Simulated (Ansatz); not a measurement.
Relaxed-ion elastic tensor of SrNbO$_{3}$ (cubic perovskite, Pm-3m) in GPa (Voigt order), the program Ansatz at the LDA level (PAW); density 6.00 g/cm³, 12.66 Å³ per atom.

```
 414  98.4  98.4   0.0   0.0   0.0
98.4   414  98.4   0.0   0.0   0.0
98.4  98.4   414   0.0   0.0   0.0
 0.0   0.0   0.0  61.5   0.0   0.0
 0.0   0.0   0.0   0.0  61.5   0.0
 0.0   0.0   0.0   0.0   0.0  61.5
```

Task: Is the crystal mechanically stable?

Result: Yes: the smallest eigenvalue of C is 61.5 GPa.

Task: Work out the Voigt, Reuss and Hill averages.

Result: K_V = 203, K_R = 203, K_H = 203; G_V = 99.9, G_R = 81.3, G_H = 90.6 GPa.

Task: Give Young's modulus, Poisson's ratio, Pugh's ratio and the universal anisotropy index.

Result: E = 9KG/(3K + G) = 237 GPa; ν = 0.31; K/G = 2.25 (ductile by the Pugh limit of 1.75); A_U = 5G_V/G_R + K_V/K_R − 6 = 1.15.

Task: Estimate the sound speeds and the Debye temperature.

Result: v_l = √((K + 4G/3)/ρ) = 7350 m/s, v_t = √(G/ρ) = 3890 m/s, mean 4350 m/s; Θ = (h/k)(3n/4πV)^(1/3) v_m = 555 K.

Task: Give the Zener ratio and Young's modulus along [100], [110] and [111].

Result: A = 2C44/(C11 − C12) = 0.39; 1/E = S11 − 2(S11 − S12 − S44/2)Γ with Γ = 0, 1/4, 1/3 gives 376, 194, 168 GPa.

Task: Solve the Christoffel equation for the three sound speeds along [100], [110], [111].

Result: Eigenvalues of C_ijkl n_j n_l equal ρv². In km/s, slowest first: [100] 3.20, 3.20, 8.31; [110] 3.20, 5.13, 7.28; [111] 4.58, 4.58, 6.90.

The workflow started from a Materials Project entry (that database holds measured and hypothetical structures alike); the Crystallography Open Database copy checked does not list it. COD files the formula under space group No. 62. Whether it is the stable phase at ambient conditions was not checked. Symmetry was held in the LDA relaxation; its stability against distortions is not shown here. The run is not spin-polarised. With an odd number of electrons in the cell and no spin polarisation, the count alone makes it a metal. As this level gives no gap, shear constants depend on the k-mesh and smearing (Fermi–Dirac, 0.1 eV here).

Potentials: the later of the program's two PAW sets.
